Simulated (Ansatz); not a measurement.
With PBEsol (plane waves, PAW; program Ansatz), CuI in the hexagonal phase (P6_422; Cu on 3c, I on 3d) relaxes to a = 4.162 Å, c = 9.514 Å. Against the elements it lies at -0.011 eV/atom, with no fitted shifts.

It is gapped at this level: 0.65 eV (indirect). The valence maximum lies at A and the conduction minimum at Γ. The electron mass is 0.12, 0.14, 0.14 mₑ (principal values). The hole mass is 0.34, 0.34, 0.61 mₑ (principal values). The magnetic state found is non-magnetic (starting moments vanished).

An equation-of-state fit gives a bulk modulus of 53.1 GPa. Perturbation theory gives ε∞ = 8.09 (xx = yy), 9.44 (zz). Born charges are Cu +1.10, I -1.10 e.

The start of the workflow was typed in or built on a structure type; neither database checked (COD, Materials Project) lists it. It is not the phase usual at ambient conditions (space group No. 216). The PBEsol relaxation kept the symmetry of its start; its stability against distortions is not shown here. The workflow began spin-polarised and lost its moments. Point labels and valley counts follow the cell and symmetry of the run, lower than the named group. The references are the lowest solids computed at this level, not always the standard phases. Spin–orbit coupling is left out wherever it is not named.

Potentials: the later of the program's two PAW sets.
